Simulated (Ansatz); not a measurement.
## Al4Ru3, before and after

This trial cell of Al4Ru3 was written down by chemical analogy (I4/mmm, No. 139). Its size is a guess.

start:

Space group I4/mmm (No. 139). a = 3.050 Å, b = 3.050 Å, c = 21.100 Å, α = 90.00°, β = 90.00°, γ = 90.00°
| atom | site | symmetry | x | y | z |
| --- | --- | --- | --- | --- | --- |
| Al | 4e | 4mm | 0.0000 | 0.0000 | 0.2860 |
| Al | 4e | 4mm | 0.0000 | 0.0000 | 0.4290 |
| Ru | 4e | 4mm | 0.5000 | 0.5000 | 0.3570 |
| Ru | 2a | 4/mmm | 0.0000 | 0.0000 | 0.0000 |

All numbers below come from DFT PBE, scalar-relativistic, plane waves, PAW in Ansatz. Cutoff 420 eV, Gaussian smearing, Γ-centred meshes. Cell and atoms relax first on a coarse mesh, the cell is then made exact in the group found at 0.06 to 0.08 Å, and last on a converged mesh; the steps can't lower the symmetry of their start. No spin polarisation.

end:

Space group I4/mmm (No. 139). a = 3.074 Å, b = 3.074 Å, c = 20.365 Å, α = 90.00°, β = 90.00°, γ = 90.00°
```json
{"atom": "Al", "site": "4e", "symmetry": "4mm", "x": "0.0000", "y": "0.0000", "z": "0.2897"}
{"atom": "Al", "site": "4e", "symmetry": "4mm", "x": "0.0000", "y": "0.0000", "z": "0.4285"}
{"atom": "Ru", "site": "4e", "symmetry": "4mm", "x": "0.5000", "y": "0.5000", "z": "0.3522"}
{"atom": "Ru", "site": "2a", "symmetry": "4/mmm", "x": "0.0000", "y": "0.0000", "z": "0.0000"}
```

The symmetry stays I4/mmm (No. 139). The volume per atom shrinks by 1.9 %, from 14.0 to 13.7 Å³. The shortest distance goes from 2.63 Å (Al–Ru) to 2.52 Å (Al–Ru).

```json
{
  "Volume per atom": "13.75 Å³",
  "Density": "7.09 g/cm³",
  "Formation energy": "−0.66 eV/atom",
  "Gap on the 14×14×14 mesh of the 7-atom cell": "0 eV (a metal)"
}
```

The zero of energy is the elements' standard structures at the same level; no fitted shifts are applied. A negative formation energy is needed for stability but isn't enough: competing phases decide.

The last run used Gaussian smearing of 0.10 eV. A later test with randomly moved atoms came back to the same energy, though modes that don't fit the test's cell weren't probed.
